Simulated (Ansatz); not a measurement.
MoPd:
```
CELL_PARAMETERS angstrom
      3.15904     0.00000     0.00000
      0.00000     3.15904     0.00000
      0.00000     0.00000     3.15904
ATOMIC_POSITIONS crystal
  Pd 0.00000 0.00000 0.00000
  Mo 0.50000 0.50000 0.50000
```

Relaxed with PBE. Special points in fractions of this cell's reciprocal vectors: Γ (0.000, 0.000, 0.000); X (0.000, 0.500, 0.000); M (0.500, 0.500, 0.000); R (0.500, 0.500, 0.500).

Question: List the band energies nearest the Fermi level at these points for PBE in the plane-wave PAW code Ansatz.

Answer: In eV from the Fermi level; about four levels below and three above (degenerate sets whole), none deeper than 8.9 eV; … stands for higher levels left out; points with the same levels are listed once.

```json
[
 {"k": "Γ", "below": "-3.17 -3.17 -3.17 -0.13 -0.13", "above": "2.17 2.17 2.17"},
 {"k": "X", "below": "-2.25 -0.54 -0.54 -0.22", "above": "1.13 3.34 …"},
 {"k": "M", "below": "-4.36 -4.36 -1.72 -1.06", "above": "0.36 1.02 1.02"},
 {"k": "R", "below": "-2.90 -2.90 -2.90 -1.67 -1.67", "above": "2.45 2.45 6.59"}
]
```

Space group Pm-3m (CsCl type). The start of the workflow was typed in or built on a structure type; neither database checked (COD, Materials Project) lists it. Whether it is the stable phase at ambient conditions was not checked. The cell was relaxed with PBE under the symmetry of its start; whether a distortion lowers the energy is not shown. No spin polarisation was allowed. Its formation energy is positive at this level, so the cell may be metastable or incomplete. Scalar-relativistic: spin–orbit coupling is off unless named, which matters more the heavier the elements.

Potentials: the later of the program's two PAW sets.
